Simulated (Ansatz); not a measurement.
A trial structure of RuRhC₄N₄ was built thus: two interpenetrating cyanide-bridged diamond nets (P-43m, No. 215). The dimensions are guesses.

```cif
data_structure
_symmetry_space_group_name_H-M 'P 1'
_symmetry_Int_Tables_number 1
_cell_length_a 5.8584
_cell_length_b 5.8584
_cell_length_c 5.8584
_cell_angle_alpha 90.000
_cell_angle_beta 90.000
_cell_angle_gamma 90.000
_cell_volume 201.06
loop_
_atom_site_label
_atom_site_type_symbol
_atom_site_fract_x
_atom_site_fract_y
_atom_site_fract_z
_atom_site_occupancy
Ru1 Ru 0.00000 0.00000 0.00000 1
Rh1 Rh 0.50000 0.50000 0.50000 1
C1 C 0.18685 0.18685 0.18685 1
C2 C 0.18685 0.81315 0.81315 1
C3 C 0.81315 0.18685 0.81315 1
C4 C 0.81315 0.81315 0.18685 1
N1 N 0.30216 0.30216 0.30216 1
N2 N 0.30216 0.69784 0.69784 1
N3 N 0.69784 0.30216 0.69784 1
N4 N 0.69784 0.69784 0.30216 1
```

Level of theory: DFT PBE, scalar-relativistic, plane waves, PAW in Ansatz 0.2.0. Cutoff 420 eV, Gaussian smearing, Γ-centred meshes. Cell and atoms relax first on a coarse mesh and then on a finer one. In between, the cell is made exact in the group found at 0.06 Å. In metals the finer mesh still leaves noise of several meV/atom or more. The steps can't lower the symmetry of their start. Collinear spin, starting moments Ru 1.0; Rh 1.0 μB.

A guess keeps its type if space group and coordination stay and the shape of the cell changes little (axis ratios within about 15 %, angles within 6°); the volume may change.

Task: Does it keep its structure type, or change into something else?

Result: It keeps its type. The symmetry stays P-43m (No. 215). The volume per atom grows by 1.5 %, from 20.1 to 20.4 Å³. The shortest distance goes from 1.17 Å (C–N) to 1.19 Å (C–N). Counting neighbours within 15 % of an atom's shortest distance, the start has C 1, N 1, Rh 4, Ru 4 and the end C 1, N 1, Rh 4, Ru 4.

The last run used collinear spin, a 6×6×6 mesh for its 10-atom cell and Gaussian smearing of 0.10 eV. The magnetic state reached may not be the lowest. A structure relaxed within its symmetry needn't be a true minimum.
